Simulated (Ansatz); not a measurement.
**How much do the gradients of Ga₂HCl₃ depend on the method?**

Cell: a COD entry (perhaps calculated rather than measured) whose atoms were relaxed with PBE, the cell held.

Space group P2_1/c (No. 14); a = 5.7300, b = 6.7870, c = 14.8478 Å, β = 104.57°.

| site | Wyckoff | site symmetry | x | y | z |
| --- | --- | --- | --- | --- | --- |
| Ga1 | 4e | 1 | 0.9262 | 0.7668 | 0.9206 |
| Ga5 | 4e | 1 | 0.6487 | 0.6849 | 0.6464 |
| H | 4e | 1 | 0.8589 | 0.7958 | 0.0144 |
| Cl13 | 4e | 1 | 0.8098 | 0.4889 | 0.8435 |
| Cl17 | 4e | 1 | 0.3266 | 0.7795 | 0.9355 |
| Cl21 | 4e | 1 | 0.7812 | 0.9989 | 0.8128 |

One atom of each set is listed.

First run. The numbers come from a DFT calculation in Ansatz (PBE, plane waves and PAW, scalar-relativistic, 420 eV cutoff, Γ-centred 5×4×2 k-points, Fermi–Dirac smearing 0.02 eV).

| site | V_zz (10²¹ V/m²) | η |
| --- | --- | --- |
| Ga1 | -13.07 | 0.12 |
| Ga5 | 1.04 | 0.14 |
| H | 1.16 | 0.02 |
| Cl13 | 15.43 | 0.20 |
| Cl17 | 13.99 | 0.27 |
| Cl21 | 13.17 | 0.22 |

Second run. The same atoms and settings, except that the functional is r2SCAN and the cutoff is 500 eV.

Question: Given the first result, estimate the second.

Answer: 

```csv
site,V_zz,η,change of V_zz
Ga1,-13.63,0.12,-0.56
Ga5,1.01,0.21,-0.03
H,1.15,0.02,-0.01
Cl13,14.85,0.20,-0.58
Cl17,13.31,0.27,-0.68
Cl21,12.76,0.25,-0.41
```

The largest change of V_zz is on Cl17, from 13.99 to 13.31. In per cent, |V_zz| changes by -2 to +4 on Ga, -1 on H, -5 to -3 on Cl (all sites that start above 0.5).

The database positions were far from equilibrium, so the relaxed structure may not be the compound's real one.
